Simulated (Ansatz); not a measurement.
Nb (bcc, W type)

```xyz
1
Lattice="-1.6548 1.6548 1.6548 1.6548 -1.6548 1.6548 1.6548 1.6548 -1.6548" Properties=species:S:1:pos:R:3 pbc="T T T"
Nb     0.0000     0.0000     0.0000
```

The slice is a {211} plane (indices of the conventional cell) through the point (0.000, 0.000, 0.000) (fractional), spanned by u = [111] and v = [1 0 -1] in vectors of this cell: u (2.87 Å) and v (4.68 Å, at 90° to u). It covers one period; positions are fractions (u, v).

All values below come from PBE (plane waves to 420 eV, PAW, scalar-relativistic; Ansatz, a quantum-chemistry and plane-wave program). k mesh 20×20×20. Near the nuclei the fields are pseudised (PAW); where an atom keeps semicore shells as valence, they peak there. Nb is run without spin polarisation. Nb was relaxed with its symmetry unable to fall.

Question: What is the ELF at the midpoint of the shortest Nb–Nb line in this plane (2.87 Å)?

Answer: 0.2.

Question: Predict the map of the electrostatic potential energy of an electron, from the cell's mean on the slice.

Answer: 
| v \ u | 0.00 | 0.18 | 0.35 | 0.53 | 0.71 | 0.88 |
|---|---|---|---|---|---|---|
| 0.93 | x | x | <4.0 | 8.7 | x | x |
| 0.86 | x | x | 6.8 | 10.9 | <4.0 | x |
| 0.79 | <4.0 | <4.0 | 10.8 | 12.6 | 8.9 | <4.0 |
| 0.71 | 9.3 | 10.4 | 12.1 | 12.6 | 11.6 | 9.9 |
| 0.64 | 12.2 | 11.9 | 11.3 | 11.1 | 11.4 | 12.0 |
| 0.57 | 12.4 | 11.3 | 9.5 | 9.0 | 10.0 | 11.8 |
| 0.50 | 12.1 | 10.8 | 8.7 | 8.1 | 9.3 | 11.5 |
| 0.43 | 12.4 | 11.3 | 9.5 | 9.0 | 10.0 | 11.8 |
| 0.36 | 12.2 | 11.9 | 11.3 | 11.1 | 11.4 | 12.0 |
| 0.29 | 9.3 | 10.4 | 12.1 | 12.6 | 11.6 | 9.9 |
| 0.21 | <4.0 | <4.0 | 10.8 | 12.6 | 8.9 | <4.0 |
| 0.14 | x | x | 6.8 | 10.9 | <4.0 | x |
| 0.07 | x | x | <4.0 | 8.7 | x | x |
| 0.00 | x | x | <4.0 | 7.7 | x | x |

Values: electrostatic potential energy of an electron, from the cell's mean, in eV. Points within 1 Å of a nucleus are blanked (x), as the pseudised field means little there. Values under 4 eV are set to 4. The zero, the cell's mean, hangs on the PAW cores.
